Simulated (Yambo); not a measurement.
## Bethe-Salpeter results for AuPO₄

```
AuPO4
1.0
    3.87901    -2.82972     0.00000
    3.87901     2.82972     0.00000
   -0.99155     0.00000     7.69603
O P Au
8 2 2
Direct
  0.79282   0.24876   0.08920
  0.20718   0.75124   0.91080
  0.75124   0.20718   0.41080
  0.24876   0.79282   0.58920
  0.90387   0.76033   0.21525
  0.09613   0.23967   0.78475
  0.23967   0.09613   0.28475
  0.76033   0.90387   0.71525
  0.92495   0.07505   0.25000
  0.07505   0.92495   0.75000
  0.50000   0.00000   0.50000
  0.00000   0.50000   0.00000
```

The geometry is that of Materials Project entry mp-1095283, symmetrised and not relaxed again.

BSE in Yambo on PBEsol (Quantum ESPRESSO, PseudoDojo norm-conserving, 84 Ry, no spin-orbit coupling) bands: 4×4×4 mesh, 27 valence and 5 conduction bands, static screening with 110 bands and a 3 Ry block, scissor 2.10 eV, Tamm-Dancoff; field along x.

```json
[
 {"state": "1", "energy (eV)": "2.45", "states within 2 meV": "1", "relative strength": "< 0.01", "class": "dark", "main transitions": "several band pairs"},
 {"state": "2", "energy (eV)": "2.45", "states within 2 meV": "1", "relative strength": "< 0.01", "class": "dark", "main transitions": "several band pairs"},
 {"state": "3", "energy (eV)": "2.72", "states within 2 meV": "1", "relative strength": "< 0.01", "class": "dark", "main transitions": "several band pairs"},
 {"state": "4", "energy (eV)": "2.74", "states within 2 meV": "1", "relative strength": "< 0.01", "class": "dark", "main transitions": "several band pairs"},
 {"state": "5", "energy (eV)": "3.20", "states within 2 meV": "1", "relative strength": "< 0.01", "class": "dark", "main transitions": "several band pairs"},
 {"state": "6", "energy (eV)": "3.35", "states within 2 meV": "1", "relative strength": "< 0.01", "class": "dark", "main transitions": "several band pairs"}
]
```

These are vertical excitations (zero momentum). The direct quasiparticle gap on this mesh is 3.91 eV; counted from there, state 1 is bound by 1.46 eV. Convergence with the mesh was not shown.

Spin singlets only. Strengths are relative to the strongest of the lowest states of this run; strong means a line over 3 % of the spectrum's maximum, dark under 0.03 %. Absolute energies carry the error of the G0W0 scissor, whose convergence isn't established; the long-wavelength screening was taken along (1,1,1) although the crystal is anisotropic.

Spin-orbit coupling is left out, which matters for elements this heavy: edges can move by tenths of an eV.

The structure is a Materials Project entry; no match was found in the copy of COD used, and its stability was not checked.
